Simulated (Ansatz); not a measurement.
Zincblende ZnSe, relaxed with r2SCAN, was run in the PAW code Ansatz under altered settings. All numbers are computed, without spin polarisation but where a row says otherwise.

```yaml
crystal:
  lattice:
    - [0.00000, 2.83242, 2.83242]
    - [2.83242, 0.00000, 2.83242]
    - [2.83242, 2.83242, 0.00000]
  atoms:
    - { symbol: Zn, position: [0.00000, 0.00000, 0.00000] }
    - { symbol: Se, position: [0.25000, 0.25000, 0.25000] }
```

The base run's other keys:
```yaml
kpoints:
  mp_grid: { grid: [4, 4, 4] }
hamiltonian:
  xc: hse06
scf:
  occupations: { method: fixed }
  n_extra_bands: 4
```

It takes 13 iterations with 893 plane waves at 420 eV and 8 k points, and leaves a mean stress of +1.55 GPa. The gap over this mesh is 2.444 eV. It ran on 4 threads of Arm Neoverse N1, with other jobs on the host.

Outcomes, with energy and stress as changes against the base:
```tsv
setting	outcome	ΔF (meV/atom)	Δ mean stress (GPa)	gap on the mesh (eV)	iterations	wall time
PBE hybrid, exx coeff 0.1, unscreened	converged	–	+0.5	1.997	12	9 s
PBE hybrid, exx coeff 0.75, omega 0.3 1/Å	converged	–	-0.8	4.316	19	12 s
hamiltonian.xc: cam_b3lyp	converged	–	0.0	5.018	17	12 s
PBE hybrid, exx coeff 0.35, omega 0.2078 1/Å	converged	–	-0.3	2.931	16	11 s
scf.exx.q_mesh: [3, 3, 3]	refused	–	–	–	–	0.78 s
scf.mixing.ndim: 1	converged	0.0	0.0	2.444	19	10 s
```
A dash marks a value that wasn't obtained or can't be compared. Stress is positive in compression. The base took 9.8 s.

- PBE hybrid, exx coeff 0.1, unscreened. That is 10 % exact exchange, at all ranges, against HSE06's 25 % screened at 0.208 1/Å. The mean stress moves by +0.5 GPa and the gap on the mesh by -0.446 eV (to 1.997). Totals of different functionals aren't comparable.
- PBE hybrid, exx coeff 0.75, omega 0.3 1/Å. That is 75 % exact exchange, screened with ω = 0.3 1/Å, against HSE06's 25 % screened at 0.208 1/Å. The mean stress moves by -0.8 GPa and the gap on the mesh by +1.873 eV (to 4.316). Totals of different functionals aren't comparable.
- hamiltonian.xc: cam_b3lyp. The mean stress moves by 0.0 GPa and the gap on the mesh by +2.574 eV (to 5.018). It's another functional on the same cell, so totals aren't comparable.
- PBE hybrid, exx coeff 0.35, omega 0.2078 1/Å. That is 35 % exact exchange, screened with ω = 0.2078 1/Å, against HSE06's 25 % screened at 0.208 1/Å. The mean stress moves by -0.3 GPa and the gap on the mesh by +0.487 eV (to 2.931). Totals of different functionals aren't comparable.
- scf.exx.q_mesh: [3, 3, 3]. The input is refused before any iteration. Error: invalid value for `scf.exx.q_mesh`: must divide elementwise kpoints.mp_grid.grid

Within 1 meV an atom, 0.1 GPa and 0.005 eV of the base stay: scf.mixing.ndim: 1.

Spin-orbit coupling is left out.

The program warns that its thresholds are loose for a hybrid's stress.

The meshes of the hybrids are coarse, so their gaps aren't converged to the digits shown.
